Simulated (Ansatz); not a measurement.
Consider the following.

ZnAg:
```cif
data_AgZn
_chemical_formula_sum 'Zn1 Ag1'
_space_group_name_H-M_alt 'P 1'
_space_group_IT_number 1
_cell_length_a 2.86953
_cell_length_b 2.86953
_cell_length_c 4.41524
_cell_angle_alpha 90.000
_cell_angle_beta 90.000
_cell_angle_gamma 120.000
loop_
_space_group_symop_operation_xyz
  'x, y, z'
loop_
_atom_site_label
_atom_site_type_symbol
_atom_site_fract_x
_atom_site_fract_y
_atom_site_fract_z
_atom_site_occupancy
Zn1 Zn 0.00000 0.00000 0.00000 1
Ag1 Ag 0.33333 0.66667 0.50000 1
```

This is the r²SCAN-relaxed structure.

All from DFT-r²SCAN in the program Ansatz with PAW potentials, unless another level is named. Give the formation energy from the elements (no fitted shifts).

-0.020 eV/atom.

Next, the density of states at the Fermi level?

0.30 states/eV per atom (mean over ±0.08 eV).

Space group P-6m2. The workflow started from a Materials Project entry (that database holds measured and hypothetical structures alike); the Crystallography Open Database copy checked does not list it. COD files the formula under space group No. 221. With Zn and Ag taken as one species the cell has the higher symmetry P6_3/mmc, so it may be an ordered model of a mixed-site phase. Whether it is the stable phase at ambient conditions was not checked. Symmetry was held in the r²SCAN relaxation; its stability against distortions is not shown here. No spin polarisation was allowed. The references are the lowest solids computed at this level, not always the standard phases. Scalar-relativistic: spin–orbit coupling is off unless named, which matters more the heavier the elements.

Potentials: the later of the program's two PAW sets.
